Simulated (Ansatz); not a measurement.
TiSi₂:
```cif
data_Si8Ti4
_chemical_formula_sum 'Si8 Ti4'
_space_group_name_H-M_alt 'Cmcm'
_space_group_IT_number 63
_space_group_name_Hall '-C 2c 2'
_cell_length_a 3.51545
_cell_length_b 13.34297
_cell_length_c 3.55715
_cell_angle_alpha 90.000
_cell_angle_beta 90.000
_cell_angle_gamma 90.000
loop_
_atom_site_label
_atom_site_type_symbol
_atom_site_symmetry_multiplicity
_atom_site_Wyckoff_symbol
_atom_site_fract_x
_atom_site_fract_y
_atom_site_fract_z
_atom_site_occupancy
Si1 Si 4 c 0.00000 0.06009 0.75000 1
Si2 Si 4 c 0.00000 0.25036 0.25000 1
Ti1 Ti 4 c 0.00000 0.60243 0.25000 1
```
(The calculation used a cell of 6 atoms; values per cell refer to that cell.)

Relaxed at zero pressure with DFT-PBEsol in the program Ansatz with PAW potentials.

Question: The volume is raised by 6 % and shape and atoms relax at that volume. What pressure results, and how do the axes share the change?

Answer: -7.0 GPa; a 1.6 %, b 3.0 %, c 1.3 %; the energy rises by 19 meV/atom.

Question: Give the new structure.

Answer: 
Space group Cmcm (No. 63); a = 3.572 Å, b = 13.742 Å, c = 3.603 Å, α = β = γ = 90.00°

| atom | site | symmetry | x | y | z |
|---|---|---|---|---|---|
| Si | 4c | m2m | 0.0000 | 0.0586 | 0.7500 |
| Si | 4c | m2m | 0.0000 | 0.2501 | 0.2500 |
| Ti | 4c | m2m | 0.0000 | 0.6038 | 0.2500 |

The phase is kept; no other phase was compared at this pressure.

Symmetry was held in the PBEsol relaxation. No spin polarisation was allowed.

Potentials: the later of the program's two PAW sets.
